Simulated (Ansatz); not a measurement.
BeNi:
```yaml
crystal:
  lattice:
    - [2.58823, 0.00000, 0.00000]
    - [0.00000, 2.58823, 0.00000]
    - [0.00000, 0.00000, 2.58823]
  atoms:
    - { symbol: Be, position: [0.00000, 0.00000, 0.00000] }
    - { symbol: Ni, position: [0.50000, 0.50000, 0.50000] }
```

Relaxed with r²SCAN.

Q: Tabulate the valence density and the electron localisation function along the shortest Be–Ni contact (2.24 Å), DFT-r²SCAN in the program Ansatz with PAW potentials.

A: 

```
distance from Be (Å)  density (e/Å³)   ELF
--------------------  --------------  ----
0.22                            0.10  0.00
0.34                            0.15  0.01
0.45                            0.20  0.05
0.56                            0.23  0.17
0.67                            0.26  0.31
0.78                            0.28  0.41
0.90                            0.30  0.43
1.01                            0.32  0.38
1.12                            0.37  0.29
1.23                            0.45  0.23
1.34                            0.65  0.21
1.46                            1.18  0.24
1.57                            2.46  0.28
1.68                            5.33  0.34
1.79                           11.34  0.41
1.91                           22.40  0.51
2.02                           38.28  0.61
```

The density is the valence pseudo-density with augmentation charge, so density and ELF within about 1 Å of a nucleus are not all-electron values.

Space group Pm-3m (CsCl type). The workflow started from a Materials Project entry (that database holds measured and hypothetical structures alike); the Crystallography Open Database copy checked does not list it. With Be and Ni taken as one species the cell has the higher symmetry Im-3m, so it may be an ordered model of a mixed-site phase. Its standing as an ambient phase is unchecked. The r²SCAN relaxation kept the symmetry of its start; of distortions, only those at the zone centre were tested. No spin polarisation was allowed.

Potentials: the later of the program's two PAW sets.
